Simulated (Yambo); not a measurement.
Quantum ESPRESSO input (PBEsol, PseudoDojo standard norm-conserving files, scalar-relativistic) whose wavefunctions are converted with p2y:

```
&CONTROL
  calculation = 'nscf'
  pseudo_dir = './pseudo'
  outdir = './out'
/
&SYSTEM
  ibrav = 0
  nat = 12
  ntyp = 3
  ecutwfc = 74.0
  ecutrho = 296.0
  occupations = 'fixed'
  force_symmorphic = .true.
  nbnd = 258
/
&ELECTRONS
  conv_thr = 1.2000000000000002e-08
  diago_full_acc = .true.
  diago_thr_init = 1e-08
/
ATOMIC_SPECIES
H 1.0080 H.upf
Li 6.9400 Li.upf
S 32.0600 S.upf
CELL_PARAMETERS angstrom
  6.101130000000   0.000000000000   0.000000000000
  0.000000000000   3.923420000000   0.000000000000
  0.000000000000   0.000000000000   7.832770000000
ATOMIC_POSITIONS crystal
H   0.000000000000   0.010520000000   0.934130000000
H   0.000000000000   0.989480000000   0.434130000000
H   0.500000000000   0.875030000000   0.499040000000
H   0.500000000000   0.124970000000   0.999040000000
Li   0.249840000000   0.496830000000   0.248520000000
Li   0.750160000000   0.503170000000   0.748520000000
Li   0.750160000000   0.496830000000   0.248520000000
Li   0.249840000000   0.503170000000   0.748520000000
S   0.000000000000   0.003150000000   0.762800000000
S   0.000000000000   0.996850000000   0.262800000000
S   0.500000000000   0.532970000000   0.499590000000
S   0.500000000000   0.467030000000   0.999590000000
K_POINTS automatic
1 2 1 0 0 0
```

Yambo's initialisation report on symmetry, reciprocal space, the k grid and the gaps on this mesh:

```
  [02.02] Symmetries
  ==================

  Inversion symmetry    : yes
  Spatial inversion     : no
  Inversion index       :  3
  K-space Time-reversal : yes
  Magnetic symmetries   : no
  Time-reversal derived K-space symmetries:   3   4
  Group table correct   : yes
  Symmetries units      :  [cc]

  [02.03] Reciprocal space
  ========================

  nG shells         :  14507
  nG charge         :  108923
  nG WFs            :  15599
  nC WFs            :  13644
  G-vecs. in first 80 shells:  [ Number ]
    1   3   5   9  11  13  17  21  25
    27   35   39   43   45   53   57   61   65
    73   77   85   93   95   99  103  105  107
   111  115  119  127  131  135  143  151  155
   159  167  175  179  183  191  199  203  207
   209  211  219  227  235  239  243  251  255
   259  263  271  275  279  287  295  299  307
    311   319   327   335   343   347   355   357   359
    363   367   371   379   387   395   403   407
  ...
  Shell energy in first 80 shells:  [ mHa ]
     0.0000   90.0951  148.4949  238.5900  359.0892  360.3805  449.1844  507.5841  508.8753
   593.9795  597.6792  684.0746  719.4697  810.8561  867.9646  953.0687  954.3600  959.3509
    1043.16      1169.95      1313.45      1318.44      1336.45      1404.84      1426.55      1436.36      1441.52
    1526.45      1584.85      1590.02      1674.95      1695.54      1696.83      1763.92      1785.64      1796.74
    1800.61      1945.23      1949.11      2030.34      2035.50      2055.92      2120.43      2147.31      2247.21
    2252.38      2375.92      2390.72      2394.59      2395.71      2400.87      2466.01      2506.40      2611.47
    2735.01      2736.30      2759.96      2772.81      2777.98      2825.10      2841.19      2846.36      2862.91
    2877.88      3026.37      3095.39      3133.19      3137.06      3186.77      3205.45      3231.80      3243.42
    3321.90      3380.30      3391.92      3470.39      3471.86      3545.86      3583.67      3588.83
  ...

  [02.04] K-grid lattice
  ======================

  Compatible Grid is   : 1D
  Base K vectors       :  K_min[ 1 ]  K_min[ 2 ]  K_min[ 3 ]
  K_min[ 1 ] :  0.000000 -0.500000  0.000000 [rlu]
  Grid dimensions      :  2
  K lattice UC volume  :  0.098022 [a.u.]

  IBZ K-points                                      :  2
  BZ  K-points                                      :  2

  K/Q-points units:
  rlu = crystal or reduced units; cc = cartesian coordinates; iku = interal k-units

  K [1]          [rlu]:  0.000000  0.000000  0.000000
         WF components:  13627
  K [2]          [rlu]:  0.000000 -0.500000  0.000000
         WF components:  13644

  [02.05] Energies & Occupations
  ==============================

  [X] === General ===
  [X] Electronic Temperature                        :  0.000000  0.000000 [eV K]
  [X] Bosonic    Temperature                        :  0.000000  0.000000 [eV K]
  [X] Finite Temperature mode                       : no
  [X] El. density                                   :  0.21334E+24 [cm-3]
  [X] Fermi Level                                   :  0.996070 [eV]

  [X] === Gaps and Widths ===
  [X] Conduction Band Min                           :  3.366550 [eV]
  [X] Valence Band Max                              :  0.000000 [eV]
  [X] Filled Bands                                  :  20
  [X] Empty Bands                                   :   21  258
  [X] Direct Gap                                    :  3.366550 [eV]
  [X] Direct Gap localized at k                     :  1
  [X] Indirect Gap                                  :  3.366550 [eV]
  [X] Indirect Gap between kpts                     :  1  1
  [X] Last valence band width                       :  0.504963 [eV]
  [X] 1st conduction band width                     :  0.714327 [eV]
```
The gaps are PBEsol values on this mesh alone; only operations without fractional translations are kept.

Geometry of the Materials Project entry, not relaxed at this level.
